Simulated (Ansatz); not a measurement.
ZrB₂:
```cif
data_B2Zr
_chemical_formula_sum 'Zr1 B2'
_space_group_name_H-M_alt 'P 1'
_space_group_IT_number 1
_cell_length_a 3.17107
_cell_length_b 3.17107
_cell_length_c 3.54225
_cell_angle_alpha 90.000
_cell_angle_beta 90.000
_cell_angle_gamma 120.000
loop_
_space_group_symop_operation_xyz
  'x, y, z'
loop_
_atom_site_label
_atom_site_type_symbol
_atom_site_fract_x
_atom_site_fract_y
_atom_site_fract_z
_atom_site_occupancy
Zr1 Zr 0.00000 0.00000 0.00000 1
B1 B 0.33333 0.66667 0.50000 1
B2 B 0.66667 0.33333 0.50000 1
```

Relaxed with PBE.

**Question.** Which orbitals make up the states near the Fermi level in DFT-PBE in the program Ansatz with PAW potentials?

**Answer.** Within 0.5 eV of the Fermi level: Zr 4d 73 %, B 2p 24 %. Projections are on Löwdin-orthogonalised atomic valence shells; empty p or d shells of many metals are not among them.

**Question.** Tabulate the density of states.

**Answer.** States/eV per cell of 3 atoms, in 0.25 eV bins, energy from the Fermi level.

```
E (eV)  total  Zr 4d  B 2p  B 2s
------  -----  -----  ----  ----
-7.85    0.70   0.13  0.34  0.20
-7.60    0.67   0.12  0.33  0.19
-7.35    0.65   0.11  0.34  0.17
-7.10    0.61   0.10  0.33  0.16
-6.85    0.54   0.10  0.29  0.13
-6.60    0.54   0.10  0.30  0.11
-6.35    0.56   0.11  0.32  0.10
-6.10    0.59   0.11  0.34  0.09
-5.85    0.65   0.12  0.40  0.08
-5.60    0.79   0.15  0.50  0.08
-5.35    0.88   0.17  0.57  0.07
-5.10    0.86   0.15  0.60  0.05
-4.85    1.29   0.23  0.92  0.05
-4.60    1.42   0.30  0.98  0.06
-4.35    1.05   0.24  0.71  0.05
-4.10    1.26   0.32  0.82  0.05
-3.85    1.52   0.44  0.96  0.04
-3.60    2.00   0.64  1.24  0.03
-3.35    2.76   0.82  1.76  0.04
-3.10    1.80   0.56  1.14  0.03
-2.85    1.23   0.41  0.77  0.01
-2.60    1.80   0.75  0.98  0.02
-2.35    1.74   0.78  0.88  0.01
-2.10    1.28   0.71  0.52  0.01
-1.85    1.00   0.66  0.31  0.00
-1.60    0.84   0.57  0.24  0.00
-1.35    0.69   0.48  0.19  0.00
-1.10    0.55   0.39  0.14  0.00
-0.85    0.41   0.30  0.10  0.00
-0.60    0.26   0.19  0.06  0.00
-0.35    0.15   0.12  0.03  0.00
-0.10    0.20   0.15  0.05  0.00
0.15     0.36   0.25  0.09  0.00
0.40     0.45   0.32  0.12  0.00
0.65     0.60   0.42  0.16  0.00
0.90     0.73   0.52  0.19  0.00
1.15     0.90   0.62  0.24  0.01
1.40     1.13   0.74  0.32  0.03
1.65     1.37   0.85  0.39  0.08
1.90     1.21   0.81  0.30  0.05
2.15     1.16   0.81  0.26  0.04
2.40     1.19   0.86  0.24  0.04
2.65     1.38   1.02  0.26  0.05
2.90     1.36   1.00  0.25  0.05
3.15     1.32   0.96  0.25  0.06
3.40     1.51   1.08  0.30  0.07
3.65     1.70   1.21  0.34  0.08
3.90     1.81   1.26  0.37  0.10
4.15     1.95   1.35  0.36  0.15
4.40     1.97   1.37  0.34  0.17
4.65     1.89   1.32  0.31  0.17
```

Space group P6/mmm. The cell was relaxed with PBE under the symmetry of its start. No spin polarisation was allowed. Scalar-relativistic: spin–orbit coupling is off unless named, which matters more the heavier the elements.

Potentials: the later of the program's two PAW sets.
